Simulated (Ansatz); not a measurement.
**Li: strain and displacement**

```
CELL_PARAMETERS angstrom
1.55050 0.89518 7.58830
-1.55050 0.89518 7.58830
0.00000 -1.79036 7.58830
ATOMIC_POSITIONS crystal
Li 0.00000 0.00000 0.00000
Li 0.22200 0.22200 0.22200
Li 0.77800 0.77800 0.77800
```

Atoms are numbered in the order listed.

Conventional cell: a = 3.101 Å, b = 3.101 Å, c = 22.765 Å, α = 90.00°, β = 90.00°, γ = 120.00°. Around Li (atom 1) lie 12 Li at 3.10 Å. Li (atom 2) is surrounded by 12 Li at 3.09 to 3.10 Å.

Structure: COD 9017802, as refined from experiment and not relaxed.

Theory: DFT, PBEsol, all-electron LAPW, scalar-relativistic (Ansatz 0.2.0).

The runs use a Γ-centred 12×12×12 k mesh, Fermi–Dirac smearing of 0.05 eV, basis error target 1 meV/atom, no spin polarisation.

The unchanged cell is at -0.53 GPa.

In a metal, stresses and small energies carry noise from the k mesh.

x, y and z are the Cartesian axes of the cell as listed; fractional coordinates follow a strain, and an engineering shear is twice the off-diagonal strain component.

With equal xy, yz and zx engineering shear strains of -3 %: energy change +1 meV/atom; stress change (xx, yy, zz, yz, xz, xy) -0.01, -0.04, 0.09, 0.14, 0.19, 0.29 GPa, compression positive; change of the force on Li2 (-0.014, 0.001, -0.001) eV/Å.

With equal xy, yz and zx engineering shear strains of -1 %: energy change under 1 meV/atom; stress change (xx, yy, zz, yz, xz, xy) 0.01, -0.01, 0.01, 0.06, 0.07, 0.10 GPa, compression positive.

(1) With this change (equal xy, yz and zx engineering shear strains of +2 %), what becomes of the energy and stress?

(2) With this change (equal xy, yz and zx engineering shear strains of -2 %), what becomes of the energy and stress?

(3) With this change (equal xy, yz and zx engineering shear strains of +1 %), what becomes of the energy and stress?

(4) With this change (equal xy, yz and zx engineering shear strains of +3 %), what becomes of the energy and stress and forces?

Answers

(1) Energy change under 1 meV/atom; stress change (xx, yy, zz, yz, xz, xy) -0.05, 0.02, 0.04, -0.10, -0.12, -0.19 GPa, compression positive.

(2) Energy change under 1 meV/atom; stress change (xx, yy, zz, yz, xz, xy) 0.00, -0.03, 0.04, 0.10, 0.13, 0.20 GPa, compression positive.

(3) Energy change under 1 meV/atom; stress change (xx, yy, zz, yz, xz, xy) -0.02, 0.01, 0.01, -0.05, -0.06, -0.10 GPa, compression positive.

(4) Energy change +1 meV/atom; stress change (xx, yy, zz, yz, xz, xy) -0.10, 0.04, 0.09, -0.15, -0.19, -0.30 GPa, compression positive; change of the force on Li2 (0.011, 0.000, -0.001) eV/Å.
